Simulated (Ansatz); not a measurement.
## SnGe3Te4 (Pm) at 2 levels of theory

One geometry, relaxed with PBE; plane waves with PAW potentials in Ansatz, scalar-relativistic. No spin polarisation. Gaps are the least over mesh and band path; pressure is positive in compression.

```
Sn Ge Te
1.0
     4.48823    0.00000    0.00000
     0.00000    4.29681    0.00000
    -0.58710    0.00000   12.38530
Sn Ge Te
1 3 4
Direct
  0.00370 0.00000 0.49462
  0.03931 0.00000 0.99423
  0.55095 0.50000 0.74454
  0.53283 0.50000 0.23556
  0.97478 0.00000 0.76285
  0.48347 0.50000 0.51375
  0.95325 0.00000 0.24763
  0.46170 0.50000 0.00680
```

```json
{"level": "PBE", "cutoff (eV)": "420", "k mesh": "8×8×4", "gap (eV)": "0.33", "pressure (GPa)": "0.0"}
```

Problem. What comes out on the same cell with r2SCAN?

Solution.
```tsv
level	cutoff (eV)	k mesh	gap (eV)	pressure (GPa)
r2SCAN	500	8×8×4	0.43	-0.9
```

Spin-orbit coupling matters for the bands of heavy elements and is left out.

The structure comes from a generated guess; another structure or a mixture of phases may lie lower.
